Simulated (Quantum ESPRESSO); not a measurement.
Al2InGaAs4, a curve over strain

Computed values, not a measurement. The program is pw.x of Quantum ESPRESSO 7.5 (plane-wave density functional theory). The cell is made up: 8 atoms on a zincblende/diamond lattice, with randomly drawn elements, strain and displacements, not relaxed. PseudoDojo standard norm-conserving files (v0.5 for PBE, v0.4.1 for LDA and PBEsol) set the functional; there is no spin polarisation, spin-orbit coupling or dispersion term, and the masses in the input are unused placeholders.

Seven runs add a strain to one cell (the same linear strain along x, y and z); the atoms follow the cell and are not relaxed. Stress in the table is positive in tension.

Input of the run at +0.0010:

```
&control calculation='scf', pseudo_dir='./dojo.nc.sr.pbe.v0_5.standard.upf', outdir='./o', disk_io='medium', tprnfor=.true., tstress=.true. /
&system ibrav=0, nat=8, ntyp=4, nbnd=52, ecutwfc=84.00895049, nosym=.true., tot_charge=0,
 occupations='smearing', smearing='fd', degauss=0.0018374661
/
&electrons conv_thr=7.350e-09, electron_maxstep=60, /
ATOMIC_SPECIES
Al 1.0 Al.upf
As 1.0 As.upf
Ga 1.0 Ga.upf
In 1.0 In.upf
CELL_PARAMETERS angstrom
5.7442 0.0 0.0
0.0 5.7442 0.0
0.0 0.0 5.7442
ATOMIC_POSITIONS angstrom
Al -0.076 -0.1024 -0.0018
In 0.0606 2.7868 2.8637
Ga 2.8924 -0.0399 2.9662
Al 2.7802 2.918 -0.0607
As 1.4381 1.4647 1.4407
As 1.3746 4.1762 4.3132
As 4.2639 1.4297 4.3811
As 4.3455 4.4321 1.3386
K_POINTS automatic
4 4 4 1 1 1
```

| added strain | free energy less that of the input shown (eV) | stress xx (GPa) | stress yy (GPa) | stress zz (GPa) | stress xy (GPa) | pressure (GPa) | iterations |
| --- | --- | --- | --- | --- | --- | --- | --- |
| -0.0244 | 0.7838 | -12.82 | -12.26 | -13.44 | -0.62 | 12.84 | 10 |
| -0.0097 | 0.2573 | -8.26 | -7.80 | -8.82 | -0.52 | 8.29 | 10 |
| -0.0054 | 0.1418 | -7.08 | -6.64 | -7.63 | -0.49 | 7.12 | 10 |
| +0.0010 | 0.0000 | -5.45 | -5.05 | -5.97 | -0.45 | 5.49 | 10 |
| +0.0065 | -0.0948 | -4.15 | -3.78 | -4.66 | -0.42 | 4.19 | 10 |
| +0.0121 | -0.1674 | -2.93 | -2.58 | -3.41 | -0.39 | 2.97 | 10 |
| +0.0168 | -0.2099 | -1.97 | -1.65 | -2.44 | -0.37 | 2.02 | 11 |

A cubic fit gives a slope of stress xx against the added strain of 248 GPa at zero added strain, with the atoms clamped. Across the table the free energy follows the integral of the stress to within 0.4 meV. A rerun of one of the cells at 1437 eV and a 6 x 6 x 6 mesh moved values by no more than 0.011 eV in energy, 0.02 GPa in stress and 0.004 eV/Å in force.